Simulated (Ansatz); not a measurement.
CaGaGeH:
```
CaGaGeH
1.0
    4.10200     0.00000     0.00000
   -2.05100     3.55243     0.00000
    0.00000     0.00000     4.65287
Ca Ga Ge H
1 1 1 1
Cartesian
  0.00000   2.36829   4.63865
  0.00000   0.00000   2.61781
  2.05100   1.18414   1.97069
  0.00000   0.00000   4.35365
```

Relaxed with PBEsol.

Problem. Map the electron localisation function on the plane through (0.333, 0.667, 0.997) spanned by u = [0, 0, 1] and v = [1, -1, 0] in lattice vectors, from the program Ansatz at the PBEsol level (PAW).

Solution. x is the fraction of u, y of v (the angle between them is 90°; rows are the nearest grid lines); atoms in the plane: Ca at (0.00, 0.00), Ga at (0.57, 0.67), Ge at (0.43, 0.33), H at (0.94, 0.67).
```
y \ x   0.000  0.0870  0.174  0.261  0.348  0.435  0.565  0.652  0.739  0.826  0.913   1.00
------  -----  ------  -----  -----  -----  -----  -----  -----  -----  -----  -----  -----
1.00    0.731   0.848  0.769  0.062  0.028  0.055  0.066  0.038  0.067  0.765  0.844  0.731
0.917   0.856   0.819  0.381  0.033  0.078  0.141  0.179  0.116  0.040  0.383  0.827  0.856
0.833   0.074   0.049  0.033  0.104  0.263  0.361  0.338  0.326  0.224  0.085  0.065  0.074
0.778   0.517   0.186  0.087  0.170  0.315  0.284  0.270  0.279  0.287  0.515  0.683  0.517
0.694   0.997   0.817  0.149  0.172  0.245  0.183  0.079  0.056  0.266  0.852  0.998  0.997
0.611   0.987   0.684  0.137  0.191  0.262  0.234  0.043  0.118  0.270  0.794  0.991  0.987
0.528   0.337   0.163  0.234  0.446  0.580  0.545  0.390  0.345  0.345  0.350  0.466  0.337
0.472   0.127   0.262  0.562  0.633  0.528  0.523  0.652  0.626  0.418  0.206  0.127  0.127
0.389   0.267   0.686  0.753  0.488  0.165  0.042  0.329  0.474  0.496  0.248  0.123  0.267
0.306   0.313   0.735  0.739  0.456  0.060  0.010  0.261  0.423  0.501  0.261  0.133  0.313
0.222   0.073   0.302  0.678  0.587  0.426  0.357  0.411  0.545  0.422  0.148  0.049  0.073
0.167   0.090   0.071  0.159  0.499  0.512  0.449  0.487  0.439  0.210  0.043  0.053  0.090
0.0833  0.856   0.825  0.370  0.045  0.122  0.174  0.181  0.115  0.040  0.401  0.825  0.856
0.000   0.731   0.848  0.769  0.062  0.028  0.055  0.066  0.038  0.067  0.765  0.844  0.731
```

The density is the valence pseudo-density with augmentation charge, so density and ELF within about 1 Å of a nucleus are not all-electron values.

Space group P3m1. The workflow started from a Materials Project entry (that database holds measured and hypothetical structures alike); the Crystallography Open Database files this formula in space group No. 156, but the cells were not matched. Whether it is the stable phase at ambient conditions was not checked. The cell was relaxed with PBEsol under the symmetry of its start; its stability against distortions is not shown here.

Potentials: the later of the program's two PAW sets.
